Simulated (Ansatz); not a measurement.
Space group P4/mmm (No. 123). a = 4.745 Å, b = 4.745 Å, c = 4.508 Å, α = 90.00°, β = 90.00°, γ = 90.00°
| atom | site | symmetry | x | y | z |
| --- | --- | --- | --- | --- | --- |
| Y | 1b | 4/mmm | 0.0000 | 0.0000 | 0.5000 |
| Mg | 2f | mmm. | 0.0000 | 0.5000 | 0.0000 |
| Mg | 1d | 4/mmm | 0.5000 | 0.5000 | 0.5000 |

Equation of state of this YMg3 structure (not necessarily the ground state), with shape and atoms relaxed at each volume where symmetry leaves them free. It has no gap at any of these volumes. Theory: DFT r2SCAN, scalar-relativistic, plane waves, PAW (Ansatz).

Settings: cutoff 500 eV, Γ-centred mesh 10×10×10 on the computed 4-atom cell, Gaussian smearing of 0.10 eV; no spin polarisation.

| V (Å³/atom) | E − E(largest V) (meV/atom) | P (GPa) |
| --- | --- | --- |
| 23.851 | 2.09 | 2.91 |
| 24.612 | -7.91 | 1.35 |
| 25.374 | -11.00 | 0.00 |
| 26.135 | -8.10 | -1.17 |
| 26.896 | 0.00 | -2.19 |

Question: Fit a third-order Birch–Murnaghan equation to E(V).

Answer: V0 = 25.37 Å³/atom, B0 = 42 GPa, B0' = 3.7.

Cost: 5 runs of about 11 core-minutes in all, on Arm Neoverse V1 (shared hosts).